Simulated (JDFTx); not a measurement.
InSe(0001) slab cut from bulk InSe (space group P6_3/mmc, indices of the conventional cell, lattice of the Materials Project entry mp-20485, not re-optimised): 8 atoms in 8 planes, a 1x1 cell of 14.15 Å² (|a| = 4.042, |b| = 4.042 Å), 14.0 Å between the outermost planes, Se outermost, slab composition In4Se4, cell height 30.0 Å, 6×6×1 k mesh, Fermi smearing 0.003 Ha, no spin polarisation. Whether this polymorph is the ambient one wasn't checked.

Level of theory: PBE, GBRV ultrasoft potentials, plane waves to 20/100 Ha; code: JDFTx (a modified build). Vacuum. The outer atoms relax from bulk positions, keeping the cell's symmetry; the lattice is not PBE's own optimum in this code, and that strain can shift the moves by a few hundredths of an ångström. Input:

```
lattice \
  7.6377628831 -3.8188814415 0.0000000000 \
  0.0000000000 6.6144966901 0.0000000000 \
  0.0000000000 0.0000000000 56.6917837388
coords-type Lattice
ion In 0.3333333330 0.6666666670 -0.1918871240 1
ion In 0.3333333330 0.6666666670 -0.0985868760 0
ion In 0.6666666670 0.3333333330 0.0985868760 0
ion In 0.6666666670 0.3333333330 0.1918871240 1
ion Se 0.6666666670 0.3333333330 -0.2339361410 1
ion Se 0.6666666670 0.3333333330 -0.0565378590 0
ion Se 0.3333333330 0.6666666670 0.0565378590 0
ion Se 0.3333333330 0.6666666670 0.2339361410 1
ion-species pseudo/in_pbe_v1.4.upf
ion-species pseudo/se_pbe_v1.upf
elec-cutoff 20 100
elec-ex-corr gga-PBE
coulomb-interaction Slab 001
coulomb-truncation-embed 0 0 0
kpoint-folding 6 6 1
elec-smearing Fermi 0.003
lcao-params 10
elec-n-bands 46
converge-empty-states yes
electronic-scf nIterations 100 energyDiffThreshold 1e-07
ionic-minimize nIterations 10 energyDiffThreshold 1e-5 knormThreshold 4e-4
dump-name vac.$VAR
dump End State Ecomponents EigStats BandEigs Forces ElecDensity IonicPositions Fillings Kpoints Dtot
```

Task: How far do the free atoms of the upper face move along the normal, and how much energy is released?

Result: Se (atom 8) 0.06 Å, In (atom 4) 0.03 Å (positive: outward). The free energy falls by 0.012 eV per cell, 7 mJ/m².
